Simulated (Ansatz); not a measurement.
The start is a generated trial cell of TaAs in the FeB structure type. The cell and all atomic positions are relaxed at zero pressure with r2SCAN (plane waves to 500 eV, PAW, scalar-relativistic; Ansatz, a first-principles code). The first steps use a coarse 3×6×4 k-mesh.

Starting cell:
```yaml
crystal:
  lattice:
    - [7.98482, 0.00000, 0.00000]
    - [0.00000, 4.28100, 0.00000]
    - [0.00000, 0.00000, 5.88928]
  atoms:
    - { symbol: Ta, position: [0.18000, 0.25000, 0.12500] }
    - { symbol: Ta, position: [0.32000, 0.75000, 0.62500] }
    - { symbol: Ta, position: [0.82000, 0.75000, 0.87500] }
    - { symbol: Ta, position: [0.68000, 0.25000, 0.37500] }
    - { symbol: As, position: [0.03600, 0.25000, 0.61000] }
    - { symbol: As, position: [0.46400, 0.75000, 0.11000] }
    - { symbol: As, position: [0.96400, 0.75000, 0.39000] }
    - { symbol: As, position: [0.53600, 0.25000, 0.89000] }
```

**Question.** Which atoms feel the largest initial force, and how large is it?

**Answer.** About 2.1 eV/Å, on As5, As6, As7, As8 (atoms numbered as listed).

**Question.** By how much does the energy per atom fall from start to end?

**Answer.** 1.72 eV/atom.

**Question.** How does the volume per atom move from start to end?

**Answer.** -33.3 %, from 25.16 to 16.79 Å³/atom.

**Question.** Is the relaxed structure metallic? Give its gap.

**Answer.** No gap (metallic).

**Question.** Write out the relaxed structure.

**Answer.** 
Space group Pnma (No. 62); a = 6.0486 Å, b = 4.5693 Å, c = 4.8588 Å, α = 90.00°, β = 90.00°, γ = 90.00°

| atom | site | symmetry | x | y | z |
|---|---|---|---|---|---|
| Ta | 4c | .m. | 0.3115 | 0.2500 | 0.3366 |
| As | 4c | .m. | 0.0374 | 0.7500 | 0.3278 |

The space group stays Pnma (No. 62) (the run could not lower it), with 8 atoms in the primitive cell. Final values are on a 8×10×10 k-mesh of the relaxed cell. No spin polarisation in the result.

The run could not lose the symmetry of its start; a randomly shaken copy of 8 atoms returns to this structure.

The relaxed structure here is a generated cell of TaAs: the first start was made by placing the elements on the sites of a structure type, and the end was not matched to a known phase here, so it may be hypothetical. Known forms of TaAs include space group No. 109.
